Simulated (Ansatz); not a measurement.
From the elastic tensor of PrBe3Si to moduli and sound speeds

Level of theory: Ansatz, DFT PBE, scalar-relativistic, plane waves, PAW, and for the lanthanide a 4f-in-core norm-conserving potential. Plane waves to 660 eV; Γ-centred k mesh 12×12×12; Gaussian smearing of 0.10 eV. No spin polarisation.

Space group I4mm (No. 107), tetragonal, a = 3.942 Å, c = 9.458 Å. Pr has 12 Be at 3.03–3.12 Å, 4 Si at 3.03 Å, 1 Si at 3.54 Å, 1 Be at 3.55 Å and 4 Pr at 3.94 Å; around Be on a site of symmetry 4mm lie 4 Be at 2.27 Å, 1 Si at 2.37 Å and 4 Pr at 3.03 Å; Be on a site of symmetry 2mm has 2 Be at 2.27 Å, 2 Si at 2.32 Å, 4 Be at 2.79 Å and 4 Pr at 3.04–3.12 Å; Si is surrounded by 5 Be at 2.32–2.37 Å, 4 Pr at 3.03 Å and 1 Pr at 3.54 Å.

The structure comes from a generated guess, relaxed at this level; another structure or a mixture of phases may lie lower. In a metal, frequencies and elastic constants depend on the k mesh and the smearing, soft modes and shear constants most.

Relaxed-ion constants (GPa, on the Cartesian axes of the calculation):
C11 = 202.6, C12 = 36.1, C13 = 63.8, C22 = 202.6, C23 = 63.8, C33 = 132.8, C44 = 97.0, C55 = 97.0, C66 = 76.6 GPa; the others vanish.

Density 4.429 g/cm³; 5 atoms in 73.50 Å³.

With S = C⁻¹: B_V = (C11+C22+C33+2(C12+C13+C23))/9, G_V = (C11+C22+C33−C12−C13−C23+3(C44+C55+C66))/15, 1/B_R = S11+S22+S33+2(S12+S13+S23), 15/G_R = 4(S11+S22+S33−S12−S13−S23)+3(S44+S55+S66); Hill is their mean. Then v_l = √((B+4G/3)/ρ), v_t = √(G/ρ), v_m = [(2/v_t³+1/v_l³)/3]^(−1/3) and Θ = (ħ/k_B)·v_m·(6π²n/V)^(1/3) for n atoms in the volume V; E = 9BG/(3B+G), ν = (3B−2G)/(2(3B+G)) and A^U = 5G_V/G_R + B_V/B_R − 6.

```json
{
 "Bulk modulus, Voigt / Reuss / Hill": "96.2 / 94.6 / 95.4 GPa",
 "Shear modulus, Voigt / Reuss / Hill": "79.1 / 71.2 / 75.1 GPa",
 "Young's modulus": "179 GPa",
 "Poisson ratio": "0.188",
 "Pugh ratio B/G": "1.27 (under 1.75, the rule of thumb for brittle)",
 "Universal anisotropy index": "0.57",
 "Longitudinal and transverse sound speeds": "6646 and 4119 m/s",
 "Debye temperature from the mean sound speed": "552 K"
}
```

The lanthanide is trivalent by construction, without f bands, f moments or other valences.
